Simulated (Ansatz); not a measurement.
The relaxed structure here is a generated cell of CdAu: the first start was made by placing the elements on the sites of a structure type, and the end was not matched to a known phase here, so it may be hypothetical.

One starting cell of CdAu (a generated trial cell of CdAu in the AFLOW prototype AB_tP8_136_g_f (as in BeO)) was relaxed twice with Ansatz (plane waves, PAW, scalar-relativistic): with PBEsol at 420 eV and with PBE at 420 eV. The PBEsol result:

```cif
data_Au4Cd4
_chemical_formula_sum 'Au4 Cd4'
_space_group_name_H-M_alt 'P 1'
_space_group_IT_number 1
_cell_length_a 8.76493
_cell_length_b 8.76493
_cell_length_c 2.76584
_cell_angle_alpha 90.000
_cell_angle_beta 90.000
_cell_angle_gamma 90.000
loop_
_space_group_symop_operation_xyz
  'x, y, z'
loop_
_atom_site_label
_atom_site_type_symbol
_atom_site_fract_x
_atom_site_fract_y
_atom_site_fract_z
_atom_site_occupancy
Au1 Au 0.88898 0.11102 0.50000 1
Au2 Au 0.38898 0.38898 0.00000 1
Au3 Au 0.61102 0.61102 0.00000 1
Au4 Au 0.11102 0.88898 0.50000 1
Cd1 Cd 0.80350 0.80350 0.50000 1
Cd2 Cd 0.30350 0.69650 0.00000 1
Cd3 Cd 0.69650 0.30350 0.00000 1
Cd4 Cd 0.19650 0.19650 0.50000 1
```

| quantity | PBEsol | PBE |
|---|---|---|
| space group | P4₂/mnm | P4₂/mnm |
| volume (Å³/atom) | 26.56 | ? |
| a (Å) | 8.765 | ? |
| c (Å) | 2.766 | ? |
| gap (eV, no spin-orbit coupling) | 0.00 | ? |

### Question
Fill in the PBE column.

### Answer

- volume (Å³/atom), PBE: 28.34
- a (Å), PBE: 8.928
- c (Å), PBE: 2.844
- gap (eV, no spin-orbit coupling), PBE: 0.00

Both levels end in the same structure; PBE's volume is 6.7 % larger. Neither column is exact.

No spin polarisation in the result.

The run could not lower the symmetry of its start; a shaken copy of this end point relaxes with PBEsol to P4/mbm (No. 127), 0.13 eV/atom lower.

Ansatz is an electronic-structure program.
